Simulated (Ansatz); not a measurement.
According to DFT-PBE in the program Ansatz with PAW potentials, ScPd3C in the anti-perovskite structure (Pm-3m) relaxes to a = 4.202 Å. Sc has 12 nearest neighbours from 2.97 Å (cuboctahedral); C has 6 nearest neighbours from 2.10 Å (octahedral). Against the elements it lies at -0.19 eV/atom, with no fitted shifts.

Electronic character: metallic (no gap). Gap from PBE with spin–orbit coupling: none (metallic).

An equation-of-state fit gives a bulk modulus of 166 GPa.

The start of the workflow was typed in or built on a structure type; neither database checked (COD, Materials Project) lists it. Its standing as an ambient phase is unchecked. The cell was relaxed with PBE under the symmetry of its start; whether a distortion lowers the energy is not shown. The run is not spin-polarised. The references are the lowest solids computed at this level, not always the standard phases. Scalar-relativistic: spin–orbit coupling is off unless named, which matters more the heavier the elements.

Potentials: the earlier of the program's two PAW sets.
